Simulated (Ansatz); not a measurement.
Recipe of this trial structure of MoRu3W: random cell by space group and Wyckoff sites (P4/mmm, No. 123). Its size is a rough estimate.

```cif
data_structure
_symmetry_space_group_name_H-M 'P4/mmm'
_symmetry_Int_Tables_number 123
_cell_length_a 4.3077
_cell_length_b 4.3077
_cell_length_c 3.8870
_cell_angle_alpha 90.000
_cell_angle_beta 90.000
_cell_angle_gamma 90.000
_cell_volume 72.13
loop_
_atom_site_label
_atom_site_type_symbol
_atom_site_symmetry_multiplicity
_atom_site_Wyckoff_symbol
_atom_site_fract_x
_atom_site_fract_y
_atom_site_fract_z
_atom_site_occupancy
Mo1 Mo 1 c 0.50000 0.50000 0.00000 1
Ru1 Ru 2 e 0.00000 0.50000 0.50000 1
Ru2 Ru 1 b 0.00000 0.00000 0.50000 1
W1 W 1 d 0.50000 0.50000 0.50000 1
```

Level of theory: DFT PBE, scalar-relativistic, plane waves, PAW in Ansatz 0.2.0. Cutoff 420 eV, Gaussian smearing, Γ-centred meshes. Cell and atoms relax first on a coarse mesh and then on a finer one. In between, the cell is made exact in the group found at 0.06 Å. In metals the finer mesh still leaves noise of several meV/atom or more. The steps can't lower the symmetry of their start. Collinear spin is switched on along the way, since trial moments persisted in a coarse test.

A guess keeps its type if space group and coordination stay and the shape of the cell changes little (axis ratios within about 15 %, angles within 6°); the volume may change.

Problem. Does this structure survive the relaxation?

Solution. It keeps its type. The symmetry stays P4/mmm (No. 123). The volume per atom grows by 58.3 %, from 14.4 to 22.8 Å³. The shortest distance goes from 1.94 Å (Mo–W) to 2.40 Å (Mo–W). The ratio c/a of the conventional cell changes by a factor of 1.09. Counting neighbours within 15 % of an atom's shortest distance, the start has Mo 2, Ru 4, W 6 and the end Mo 2, Ru 4, W 6.

The last run used collinear spin, an 8×8×8 mesh for its 5-atom cell and Gaussian smearing of 0.10 eV. These runs have no spin–orbit coupling, which can matter for W. Another magnetic order may lie lower. Symmetry constrained the relaxation, so the result can be a saddle point. Another cell of MoRu3W relaxed alike, in Pm-3m, lies 210 meV/atom lower, so this cell isn't the stable form at this level.
